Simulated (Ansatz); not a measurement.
AlRu (CsCl type)

```yaml
crystal:
  lattice:
    - [5.96504, 0.00000, 0.00000]
    - [0.00000, 2.98252, 0.00000]
    - [0.00000, 0.00000, 2.98252]
  atoms:
    - { symbol: Al, position: [0.00000, 0.00000, 0.00000] }
    - { symbol: Al, position: [0.50000, 0.00000, 0.00000] }
    - { symbol: Ru, position: [0.25000, 0.50000, 0.50000] }
    - { symbol: Ru, position: [0.75000, 0.50000, 0.50000] }
```

The atoms are displaced by Q × the pattern below (from a DFPT mode at X = (0.5, 0.0, 0.0), largest move 1; Q in Å), at fixed cell. (q is in reciprocal vectors of the primitive cell; the cell shown is doubled to hold the pattern.)

```json
[
 {"atom": "Al1", "x": "1.000", "y": "0.000", "z": "0.000"},
 {"atom": "Al2", "x": "-1.000", "y": "0.000", "z": "0.000"}
]
```

Atoms not listed stay in place.

These are r2SCAN (plane waves to 500 eV, PAW, scalar-relativistic; Ansatz, a program for electronic structure) values and carry that method's errors. k mesh 8×16×16 (Γ-centred), Fermi-Dirac smearing 0.05 eV. E stands for the smeared free energy. With partly filled bands, energies and forces of such displacements shift with the k mesh and the smearing. AlRu is run without spin polarisation. AlRu was relaxed with its symmetry unable to fall. The zero of ΔE is the undisplaced structure. The last digit holds for this mesh only.

| Q (Å) | ΔE (meV/cell) |
|---|---|
| -0.2800 | 1058.2 |
| -0.2333 | 693.7 |
| -0.1867 | 421.0 |
| -0.1400 | 226.4 |
| -0.0933 | withheld |
| -0.0467 | 24.0 |
| 0.0000 | 0.0 |
| 0.0467 | 24.0 |
| 0.0933 | withheld |
| 0.1400 | 226.4 |
| 0.1867 | 421.0 |
| 0.2333 | 693.7 |
| 0.2800 | 1058.2 |

Q: Fit an even polynomial form (powers 2, 4, 6) to the given rows and predict ΔE at Q = -0.0933.

A: Least squares on the 11 given rows: ΔE = (10820)·Q² + (38020)·Q⁴ + (-49120)·Q⁶, in meV/cell with Q in Å; root-mean-square residual 0.16 meV/cell. At -0.0933 the fit gives 97.0 meV/cell; the calculation gives 97.4 meV/cell, so the interpolation is off by -0.4 (-0.4 %). The quadratic term alone would give 94.2 meV/cell.

(For displaced atoms, the force is minus the slope of the energy, and its curvature is a force constant, which sets phonon frequencies.)
